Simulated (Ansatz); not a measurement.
In2Ag under pressure: fit and missing row

In2Ag, I4/mcm, a = 6.853 Å, c = 5.735 Å. The structure is a COD entry; whether it is the stable form wasn't checked. Ansatz: r2SCAN, PAW, 500 eV, Γ-centred 8×8×8 mesh on 6 atoms, Gaussian smearing 0.10 eV; no spin polarisation. Cell and atoms are relaxed at each pressure, and no other structure is tried, so the rows at high pressure may lie past a change of phase.

```tsv
V (Å³/atom)	P (GPa)
?	49.98
17.984	25.00
19.627	11.97
21.225	4.00
22.097	1.00
22.446	0.00
22.838	-1.00
```

Q: Take V0 = 22.446 Å³/atom, fit the third-order Birch–Murnaghan form to the other rows, and predict the missing volume.

A: With the Eulerian strain f = ½[(V0/V)^(2/3) − 1] and y = P/[3f(1 + 2f)^(5/2)], the form is the line y = B0 + 1.5 B0 (B0′ − 4) f. Rows (f, y): 0.07961, 72.3; 0.04680, 68.2; 0.01900, 63.9; 0.00525, 61.9; -0.00574, 59.8. Means f = 0.02898, y = 65.220; Σ(Δf)² = 0.004749, ΣΔfΔy = 0.6917; the slope is their ratio. y = 61.00 + 145.6 f GPa, so B0 = 61.0 GPa and B0′ = 4 + 2 × (145.6)/(3 × 61.00) = 5.59. P = 49.98 GPa is met at f = 0.12232 (y = 78.81), so V = V0 (1 + 2f)^(−3/2) = 16.165 Å³/atom. The run gave 16.150 Å³/atom, so the fit is 0.015 Å³/atom too high, 0.22 % of the span of the series, against an rms of 0.006 Å³/atom on the fitted rows. The row lies outside the fitted range. A fourth-order term fitted to the same rows gives P = 48.76 GPa at this row's volume (the line 50.25, the run 49.98), no gain.

The mesh isn't the same in all rows (8×8×8, 10×10×10).